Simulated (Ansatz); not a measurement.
## Rh: from a starting cell to a relaxed one

The start is a relaxed Rh cell displaced along its unstable phonon at q = (0, 0, ½) of its primitive reciprocal cell (65i cm⁻¹), largest move 0.15 Å. The structure is fully relaxed (lattice and positions, P = 0) with r2SCAN (plane waves to 500 eV, PAW, scalar-relativistic; Ansatz, a first-principles code). The first steps use a coarse 14×14×7 k-mesh.

Input geometry:
```
Rh
1.0
    2.61682     0.00000     0.00000
   -1.30841     2.26623     0.00000
    0.00000     0.00000     5.03968
Rh
2
Direct
  0.96691   0.93381   0.00000
  0.03309   0.06619   0.50000
```

Task: How much energy is released per atom?

Result: 0.44 eV/atom.

Task: How do the shortest distances between atoms change?

Result: The closest pairs of elements (up to four, under 3.6 Å), start → end: Rh–Rh 2.54 → 2.68 Å.

Task: What band gap does the relaxed structure have at this level?

Result: No gap (metallic).

Task: Write out the relaxed structure.

Result: 
Space group P6₃/mmc (No. 194); a = b = 2.7021 Å, c = 4.3549 Å, α = β = 90.00°, γ = 120.00°

```json
[
 {"atom": "Rh", "site": "2c", "symmetry": "-6m2", "x": "0.3333", "y": "0.6667", "z": "0.2500"}
]
```

Final values are on a 20×20×11 k-mesh of the relaxed cell. No spin polarisation in the result.

The run could not lose the symmetry of its start, so the end can be a saddle point.

The relaxed structure here is a generated cell of Rh: the first start was made by placing the elements on the sites of a structure type, and the end was not matched to a known phase here, so it may be hypothetical. Known forms of Rh include space group No. 225.
